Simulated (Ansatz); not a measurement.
Relaxed MgS (rock salt):

```
MgS
1.0
    0.00000     2.60155     2.60155
    2.60155     0.00000     2.60155
    2.60155     2.60155     0.00000
S Mg
1 1
Cartesian
  0.00000   0.00000   0.00000
  2.60155   2.60155   2.60155
```

Calculation: r2SCAN (plane waves to 500 eV, PAW, scalar-relativistic; Ansatz, a program for electronic structure). k mesh 9×9×9 (Γ-centred), Fermi-Dirac smearing 0.05 eV. MgS was relaxed with its symmetry unable to fall.

One atom of the cell was then moved (with its periodic images), all else fixed, and the forces (eV/Å) came out as:

```json
[
 {"atom": "S1", "Fx": "0.000", "Fy": "0.000", "Fz": "-3.284"},
 {"atom": "Mg2", "Fx": "0.000", "Fy": "0.000", "Fz": "3.284"}
]
```

With two atoms only their relative shift counts; take S1 as fixed.

Problem. Which atom was moved, and by which vector (Å)?

Solution. Mg2, by (0.00, 0.00, -0.47), 0.47 Å in all.

(A displaced cell: forces are minus the slopes of the energy, force constants its curvatures, and phonons follow from these.)
